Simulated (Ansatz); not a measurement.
# HoS4: from a guess to a relaxed structure

All numbers below come from DFT PBE, scalar-relativistic, plane waves, PAW, and for the lanthanide a 4f-in-core norm-conserving potential, in Ansatz 0.2.0. Cutoff 690 eV, Gaussian smearing, Γ-centred meshes. Cell and atoms relax first on a coarse mesh and then on a finer one. In between, the cell is made exact in the group found at 0.06 Å. In metals the finer mesh still leaves noise of several meV/atom or more. The steps can't lower the symmetry of their start. No spin polarisation.

The cell of HoS4 is invented: random cell by space group and Wyckoff sites (P-3m1, No. 164). The dimensions are guesses.

```yaml
crystal:
  lattice:
    - [4.25656, 0.00000, 0.00000]
    - [-2.12828, 3.68629, 0.00000]
    - [0.00000, 0.00000, 7.72028]
  atoms:
    - { symbol: Ho, position: [0.00000, 0.00000, 0.50000] }
    - { symbol: S, position: [0.00000, 0.00000, 0.81701] }
    - { symbol: S, position: [0.00000, 0.00000, 0.18299] }
    - { symbol: S, position: [0.33333, 0.66667, 0.11643] }
    - { symbol: S, position: [0.66667, 0.33333, 0.88357] }
```

Formation energies are uncorrected and refer to the elements' standard structures at the same level.

Problem. Where does the relaxation end?

Solution. The symmetry stays P-3m1 (No. 164). The volume per atom grows by 22.5 %, from 24.2 to 29.7 Å³. The shortest distance goes from 2.45 Å (Ho–S) to 2.54 Å (Ho–S). The ratio c/a of the conventional cell changes by a factor of 1.20. The energy falls by about 0.64 eV/atom (the start's value is from the coarse mesh). The end is written in a standard setting, so origin, axes and order of atoms can differ from the start's. Conventional cell: a = 4.281 Å, c = 9.348 Å. Ho has 2 S at 2.54 Å and 6 S at 2.98 Å; S on its first site is surrounded by 1 Ho at 2.54 Å and 3 S at 2.62 Å; around S on its second site lie 3 S at 2.62 Å and 3 Ho at 2.98 Å.

Space group P-3m1 (No. 164). a = 4.281 Å, b = 4.281 Å, c = 9.348 Å, α = 90.00°, β = 90.00°, γ = 120.00°
```csv
atom,site,symmetry,x,y,z
Ho,1b,-3m.,0.0000,0.0000,0.5000
S,2c,3m.,0.0000,0.0000,0.7721
S,2d,3m.,0.3333,0.6667,0.3215
```

Problem. Give its energy and gap.

Solution. The formation energy is −0.10 eV/atom and the gap on the 12×12×4 mesh of the 5-atom cell is 0 eV (a metal).

The last run used Gaussian smearing of 0.10 eV. No dispersion correction is applied, so the spacing and binding between layers, chains or molecules are poorly described. An odd number of valence electrons (the lanthanide is held trivalent, its 4f shell in the core) allows no gap without spin; another valence of the lanthanide, a larger cell or a magnetic state could open one. The cell is a metal run without spin; a magnetic state may lie lower. The reference form of S is held partly by dispersion forces, which this level lacks. Symmetry constrained the relaxation, so the result can be a saddle point. In all, the 3 runs took 16 min on 1 thread of Intel(R) Xeon(R) Processor @ 2.50GHz (Skylake/Cascade Lake), with other jobs on the host. Another cell of HoS4 relaxed alike, in P6/mmm, lies 184 meV/atom lower, so this cell isn't the stable form at this level.

The lanthanide is trivalent by construction, without f bands, f moments or other valences. The reference runs of the other elements, and any phases without the lanthanide, used 420 eV, which shifts energies against them by under 10 meV/atom. The lanthanide's reference is the lowest of its hcp, dhcp and fcc cells.
